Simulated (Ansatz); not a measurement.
Ca2Sn2N: rattling a relaxed structure

The structure comes from a generated guess, relaxed at this level; another structure or a mixture of phases may lie lower.

These are results of Ansatz 0.2.0, DFT PBE, scalar-relativistic, plane waves, PAW, not measurements. Settings: cutoff 420 eV, Γ-centred mesh 10×6×6 on the computed 5-atom cell, Gaussian smearing of 0.10 eV; no spin polarisation.

The cell below (5 atoms, space group Pmm2 (No. 25)) is relaxed within its symmetry.

```
Ca Sn N
1.0
     3.38687    0.00000    0.00000
     0.00000    6.70336    0.00000
     0.00000    0.00000    5.16119
Ca Sn N
2 2 1
Direct
  0.00000 0.76134 0.95990
  0.00000 0.23866 0.95990
  0.50000 0.00000 0.47303
  0.50000 0.50000 0.45115
  0.50000 0.00000 0.88705
```

For the test a repeat of it with 10 atoms (edges 3.39, 5.16, 13.41 Å) was strained at random (σ = 1.5 % a component), the atoms were moved at random (σ = 0.05 Å), and all was relaxed again on a coarse 6×4×2 mesh (in the run’s order of axes) with 0.20 eV smearing, with no symmetry imposed.

Q: What happens?

A: It returns, within 1 meV/atom of the unmoved cell on that mesh and with the same symmetry when read at 0.1 Å (P1 at 0.01 Å, so small strains and shifts remain). No instability shows in this cell; modes of other wave vectors, which need another repeat, aren't tested.
